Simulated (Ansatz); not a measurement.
ScPd$_{3}$N:
```xyz
5
Lattice="4.1774 0.0000 0.0000 0.0000 4.1774 0.0000 0.0000 0.0000 4.1774" Properties=species:S:1:pos:R:3 pbc="T T T"
Sc     0.0000     0.0000     0.0000
Pd     0.0000     2.0887     2.0887
Pd     2.0887     0.0000     2.0887
Pd     2.0887     2.0887     0.0000
N      2.0887     2.0887     2.0887
```

Relaxed with r²SCAN.

Problem. Give the Bader charges and basin volumes of the independent atoms, r²SCAN in the plane-wave PAW code Ansatz.

Solution. 

```csv
atom,Bader charge (e),Bader volume (Å³)
Sc1,+1.71,11.1
Pd2,-0.23,17.9
N5,-1.02,8.0
```

Space group Pm-3m (anti-perovskite). The start of the workflow was typed in or built on a structure type; neither database checked (COD, Materials Project) lists it. Whether it is the stable phase at ambient conditions was not checked. The cell was relaxed with r²SCAN under the symmetry of its start; its stability against distortions is not shown here. The run is not spin-polarised.

Potentials: the later of the program's two PAW sets.
